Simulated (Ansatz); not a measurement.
Input:

TiO2:
```xyz
6
Lattice="4.5479 0.0000 0.0000 0.0000 4.5479 0.0000 0.0000 0.0000 2.9173" Properties=species:S:1:pos:R:3 pbc="T T T"
Ti     2.2740     2.2740     0.0000
Ti     0.0000     0.0000     1.4587
O      3.1655     3.1655     1.4587
O      1.3824     1.3824     1.4587
O      3.6564     0.8916     0.0000
O      0.8916     3.6564     0.0000
```

This is the LDA-relaxed structure. x, y and z are the axes in which the lattice vectors are written.

Problem. All from LDA (plane waves, PAW; program Ansatz), unless another level is named. Give the Poisson's ratio.

Solution. 0.30.

Problem. Next, the highest zone-centre frequency (without LO–TO term)?

Solution. 817 cm⁻¹.

Problem. Give the elastic constants (relaxed ions, GPa).

Solution. C11 = 297, C12 = 220, C13 = 175, C33 = 528, C44 = 125, C66 = 245.

Space group P4_2/mnm (rutile). Symmetry was held in the LDA relaxation; phonons on a q-mesh show weakly imaginary modes. No spin polarisation was allowed.

Potentials: the later of the program's two PAW sets.
